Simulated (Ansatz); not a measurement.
Given:

CdF₂:
```cif
data_Cd4F8
_chemical_formula_sum 'Cd4 F8'
_space_group_name_H-M_alt 'Fm-3m'
_space_group_IT_number 225
_space_group_name_Hall '-F 4 2 3'
_cell_length_a 5.29789
_cell_length_b 5.29789
_cell_length_c 5.29789
_cell_angle_alpha 90.000
_cell_angle_beta 90.000
_cell_angle_gamma 90.000
loop_
_atom_site_label
_atom_site_type_symbol
_atom_site_symmetry_multiplicity
_atom_site_Wyckoff_symbol
_atom_site_fract_x
_atom_site_fract_y
_atom_site_fract_z
_atom_site_occupancy
Cd1 Cd 4 a 0.00000 0.00000 0.00000 1
F1 F 8 c 0.25000 0.25000 0.25000 1
```
(The calculation used a cell of 3 atoms; values per cell refer to that cell.)

This is the LDA-relaxed structure.

Q: All from the program Ansatz at the LDA level (PAW), unless another level is named. Estimate the Debye temperature from the elastic constants.

A: 334 K.

Q: What about the zero-point energy?

A: 43.0 meV/atom.

Q: And the highest zone-centre frequency (without LO–TO term)?

A: 318 cm⁻¹.

The LDA relaxation kept the symmetry of its start.

Potentials: the earlier of the program's two PAW sets. The files were generated under PBE; for other functionals the program regenerates the frozen cores, and for LDA and PBEsol the local potential too.
